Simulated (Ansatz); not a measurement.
A relaxation computed with Ansatz, from input to last step.

```yaml
crystal:
  lattice:
    - [0.0, 3.8225993531, 3.8225993531]
    - [3.8225993531, 0.0, 3.8225993531]
    - [3.8225993531, 3.8225993531, 0.0]
  atoms:
    - { symbol: Zr, position: [0.0, 0.0, 0.0] }
    - { symbol: Zr, position: [0.25, 0.25, 0.25] }
    - { symbol: Hf, position: [0.625, 0.625, 0.625] }
    - { symbol: Hf, position: [0.125, 0.625, 0.625] }
    - { symbol: Hf, position: [0.625, 0.625, 0.125] }
    - { symbol: Hf, position: [0.625, 0.125, 0.625] }
basis:
  ecutwfc: 420
kpoints:
  mp_grid: { grid: [4, 4, 4] }
hamiltonian:
  xc: pbe
scf:
  occupations: { method: gaussian, width: 0.1 }
  lower_state_search: "off"
output:
  forces: true
  stress: true
  eigenvalues: true
relax:
  adjacent_minimum: "off"
  f_tol: 0.04
  max_steps: 70
  cell: { stress_tol: 0.4 }
```

```bash
ansatz run input.yaml --threads 1 --pin off --max-ram 2560MiB --backend cpu --events-out ev --progress --plain --runs-dir out
```

Level of theory: DFT PBE, scalar-relativistic, plane waves, PAW in Ansatz.

Of 5 frames 5 are shown, positions in Å and forces in eV/Å; the SCF threshold varies from step to step. Steps run on the plane waves of an earlier cell, with a Pulay correction in the pressure. The basis is chosen afresh for the last frame, the zero of the energies, and at times for earlier ones too; energy and pressure step there, also at an unchanged geometry.

```xyz
6
Lattice="0.0000 3.8226 3.8226 3.8226 0.0000 3.8226 3.8226 3.8226 0.0000" Properties=species:S:1:pos:R:3:forces:R:3 pbc="T T T" step=1 free_energy_over_end_meV_per_atom=362.35 pressure_GPa=30.19
Zr    0.0000    0.0000    0.0000    0.0000    0.0000    0.0000
Zr    1.9113    1.9113    1.9113    0.0000    0.0000    0.0000
Hf    4.7782    4.7782    4.7782    0.0000    0.0000    0.0000
Hf    4.7782    2.8670    2.8670    0.0000    0.0000    0.0000
Hf    2.8670    2.8670    4.7782    0.0000    0.0000    0.0000
Hf    2.8670    4.7782    2.8670    0.0000    0.0000    0.0000
6
Lattice="0.0000 4.0090 4.0090 4.0090 0.0000 4.0090 4.0090 4.0090 0.0000" Properties=species:S:1:pos:R:3:forces:R:3 pbc="T T T" step=2 free_energy_over_end_meV_per_atom=42.09 pressure_GPa=8.10
Zr    0.0000    0.0000    0.0000    0.0000    0.0000    0.0000
Zr    2.0045    2.0045    2.0045    0.0000    0.0000    0.0000
Hf    5.0112    5.0112    5.0112    0.0000    0.0000    0.0000
Hf    5.0112    3.0067    3.0067    0.0000    0.0000    0.0000
Hf    3.0067    3.0067    5.0112    0.0000    0.0000    0.0000
Hf    3.0067    5.0112    3.0067    0.0000    0.0000    0.0000
6
Lattice="0.0000 4.0870 4.0870 4.0870 0.0000 4.0870 4.0870 4.0870 0.0000" Properties=species:S:1:pos:R:3:forces:R:3 pbc="T T T" step=3 free_energy_over_end_meV_per_atom=3.93 pressure_GPa=1.83
Zr    0.0000    0.0000    0.0000    0.0000    0.0000    0.0000
Zr    2.0435    2.0435    2.0435    0.0000    0.0000    0.0000
Hf    5.1087    5.1087    5.1087    0.0000    0.0000    0.0000
Hf    5.1087    3.0652    3.0652    0.0000    0.0000    0.0000
Hf    3.0652    3.0652    5.1087    0.0000    0.0000    0.0000
Hf    3.0652    5.1087    3.0652    0.0000    0.0000    0.0000
6
Lattice="0.0000 4.1110 4.1110 4.1110 0.0000 4.1110 4.1110 4.1110 0.0000" Properties=species:S:1:pos:R:3:forces:R:3 pbc="T T T" step=4 free_energy_over_end_meV_per_atom=1.56 pressure_GPa=0.17
Zr    0.0000    0.0000    0.0000    0.0000    0.0000    0.0000
Zr    2.0555    2.0555    2.0555    0.0000    0.0000    0.0000
Hf    5.1387    5.1387    5.1387    0.0000    0.0000    0.0000
Hf    5.1387    3.0832    3.0832    0.0000    0.0000    0.0000
Hf    3.0832    3.0832    5.1387    0.0000    0.0000    0.0000
Hf    3.0832    5.1387    3.0832    0.0000    0.0000    0.0000
6
Lattice="0.0000 4.1110 4.1110 4.1110 0.0000 4.1110 4.1110 4.1110 0.0000" Properties=species:S:1:pos:R:3:forces:R:3 pbc="T T T" step=5 free_energy_over_end_meV_per_atom=0.00 pressure_GPa=0.22
Zr    0.0000    0.0000    0.0000    0.0000    0.0000    0.0000
Zr    2.0555    2.0555    2.0555    0.0000    0.0000    0.0000
Hf    5.1387    5.1387    5.1387    0.0000    0.0000    0.0000
Hf    5.1387    3.0832    3.0832    0.0000    0.0000    0.0000
Hf    3.0832    3.0832    5.1387    0.0000    0.0000    0.0000
Hf    3.0832    5.1387    3.0832    0.0000    0.0000    0.0000
```

The start puts this composition into another compound's structure type, which needn't suit it. At the end the space group is Fd-3m (tolerance 0.05 Å).

It took 27 s on 1 thread of Intel(R) Xeon(R) Platinum 8488C (Sapphire Rapids), on a shared host, peak memory 0.5 GiB.

The k mesh is coarse. Spin–orbit coupling is left out, which can shift energies with elements as heavy as these.